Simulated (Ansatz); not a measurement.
Si (Fd-3m), an elastic constant from a strain scan

Computed with DFT r2SCAN, scalar-relativistic, plane waves, PAW in Ansatz 0.2.0. Settings: plane waves to 500 eV, k-mesh 8×8×8 (Γ-centred), Gaussian smearing 0.05 eV. No spin polarisation. Energies are free energies at this smearing, counted from the undisturbed cell; pressure is positive in compression.

Reference structure (relaxed at this level):

```
Si
1.0
     0.00000    2.72211    2.72211
     2.72211    0.00000    2.72211
     2.72211    2.72211    0.00000
Si
2
Direct
  0.50000 0.50000 0.50000
  0.75000 0.75000 0.75000
```

The cell is strained by ε times the Voigt pattern (0, 0, 0, 1, 0, 0) (xx, yy, zz, yz, xz, xy; engineering shear) with fractional coordinates fixed. The cell holds 2 atoms in V0 = 40.34 Å³. The stress column is τ = (1/V0) dE/dε, got from the stress tensor σ (compression positive) at each point as −det(1 + εP) σ : P(1 + εP)⁻¹, with P the pattern as a tensor.

```csv
ε,ΔE (meV/atom),τ (GPa)
-0.0175,2.067,-1.877
-0.0150,1.519,-1.609
-0.0125,1.055,-1.340
-0.0100,0.675,-1.072
-0.0075,0.380,-0.804
-0.0050,0.169,-0.536
-0.0025,0.043,-0.268
0.0000,0.000,0.000
0.0025,0.043,0.268
0.0050,0.169,0.536
0.0075,0.380,0.804
0.0100,0.675,1.072
0.0125,1.055,1.340
0.0150,1.519,1.609
0.0175,2.067,1.877
0.0200,?,?
```

Question: Which combination of elastic constants does this scan measure, and how large is it?

Answer: For small ε, τ = τ0 + Kε with K = pᵀCp, which for this pattern is C44 in the cubic axes. The parabola through τ at ε = -0.0025, 0 and 0.0025 has slope K = 107 GPa at zero. The energies per cell, E = NΔE, of the wider pair ε = ±0.0175 give K = 2[E(ε₊)/ε₊ − E(ε₋)/ε₋]/[(ε₊ − ε₋)V0] = 107 GPa, in agreement. These are clamped-ion values.

Question: Predict the withheld row at ε = 0.0200 from the harmonic law, and compare.

Answer: ΔE = V0(τ0 ε + Kε²/2)/N = 2.699 meV/atom and τ = 2.14 GPa. The calculation gives 2.701 meV/atom and 2.15 GPa, a miss of 0.01 meV/atom at most, so the harmonic law still holds here.

Forces appear on the atoms along this scan, and letting them relax would lower the energy and soften the response.